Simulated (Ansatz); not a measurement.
VClO:
```
CELL_PARAMETERS angstrom
      3.32388     0.00000     0.00000
      0.00000     3.74193     0.00000
      0.00000     0.00000     7.98025
ATOMIC_POSITIONS crystal
  V  0.50000 0.00000 0.11534
  V  0.00000 0.50000 0.88466
  Cl 0.50000 0.50000 0.67280
  Cl 0.00000 0.00000 0.32720
  O  0.00000 0.00000 0.95705
  O  0.50000 0.50000 0.04295
```
The run is spin-polarised; directions of the spins, atom by atom: ↑ ↑ 0 0 0 0.

Relaxed with r²SCAN+D4. Special points in fractions of this cell's reciprocal vectors: Γ (0.000, 0.000, 0.000); X (0.500, 0.000, 0.000); S (0.500, 0.500, 0.000); Y (0.000, 0.500, 0.000); Z (0.000, 0.000, 0.500); U (0.500, 0.000, 0.500); R (0.500, 0.500, 0.500); T (0.000, 0.500, 0.500).

Q: List the band energies nearest the valence-band maximum at these points for r²SCAN+D4 in the plane-wave PAW code Ansatz.

A: In eV from the valence-band maximum; about four levels below and three above (degenerate sets whole), none deeper than 8.9 eV; points with the same levels are listed once.

| k | below | above |
|---|---|---|
| Γ ↑ | -1.54 -1.32 -0.78 -0.71 | 1.43 1.79 2.26 |
| X ↑ | -0.60 -0.60 -0.47 -0.47 | 1.17 1.17 2.33 2.33 |
| S ↑ | -0.64 -0.64 0.00 0.00 | 0.21 0.21 2.72 2.72 |
| Y ↑ | -1.29 -1.29 -0.24 -0.24 | 0.84 0.84 2.97 2.97 |
| Z ↑ | -1.54 -1.31 -0.78 -0.69 | 1.37 1.84 2.21 |
| U ↑ | -0.60 -0.60 -0.49 -0.49 | 1.18 1.18 2.25 2.25 |
| R ↑ | -0.62 -0.62 -0.05 -0.05 | 0.20 0.20 2.71 2.71 |
| T ↑ | -1.29 -1.29 -0.25 -0.25 | 0.79 0.79 2.95 2.95 |
| Γ ↓ | -3.37 -3.06 -3.06 -2.71 | 2.10 2.17 2.36 |
| X ↓ | -3.81 -3.81 -2.82 -2.82 | 2.35 2.35 2.75 2.75 |
| S ↓ | -4.00 -4.00 -3.63 -3.63 | 1.42 1.42 2.96 2.96 |
| Y ↓ | -3.52 -3.52 -3.22 -3.22 | 1.82 1.82 2.28 2.28 |
| Z ↓ | -3.32 -3.30 -3.08 -2.81 | 2.17 2.18 2.31 |
| U ↓ | -3.82 -3.82 -2.81 -2.81 | 2.35 2.35 2.75 2.75 |
| R ↓ | -4.05 -4.05 -3.53 -3.53 | 1.40 1.40 2.97 2.97 |
| T ↓ | -3.22 -3.22 -2.97 -2.97 | 1.78 1.78 2.26 2.26 |

Space group Pmmn. The first step of the workflow began from a Materials Project structure, measured or hypothetical; the Crystallography Open Database files this formula in space group No. 59, but the cells were not matched. Whether it is the stable phase at ambient conditions was not checked. The r²SCAN+D4 relaxation kept the symmetry of its start; its stability against distortions is not shown here. Magnetic state: ferromagnetic, the only order run, not a proven ground state. Other orbital occupations within this spin state were not tried. No Hubbard U is applied.

Potentials: the later of the program's two PAW sets.
